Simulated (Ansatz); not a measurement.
Input:

LuSb:
```yaml
crystal:
  lattice:
    - [0.00000, 3.03680, 3.03680]
    - [3.03680, 0.00000, 3.03680]
    - [3.03680, 3.03680, 0.00000]
  atoms:
    - { symbol: Lu, position: [0.00000, 0.00000, 0.00000] }
    - { symbol: Sb, position: [0.50000, 0.50000, 0.50000] }
```

This is the r²SCAN-relaxed structure.

Task: All from r²SCAN (plane waves, PAW; program Ansatz), unless another level is named. Give the electronic character.

Result: metallic (no gap).

Task: Give the density of states at the Fermi level.

Result: 0.11 states/eV per atom (mean over ±0.08 eV).

Task: Predict the formation energy from the elements (no fitted shifts).

Result: -1.22 eV/atom.

Space group Fm-3m (rock salt). The first step of the workflow began from a Materials Project structure, measured or hypothetical; the Crystallography Open Database copy checked does not list it. Whether it is the stable phase at ambient conditions was not checked. The r²SCAN relaxation kept the symmetry of its start; whether a distortion lowers the energy is not shown. The references are the lowest solids computed at this level, not always the standard phases. Spin–orbit coupling is left out wherever it is not named.

Potentials: the later of the program's two PAW sets.
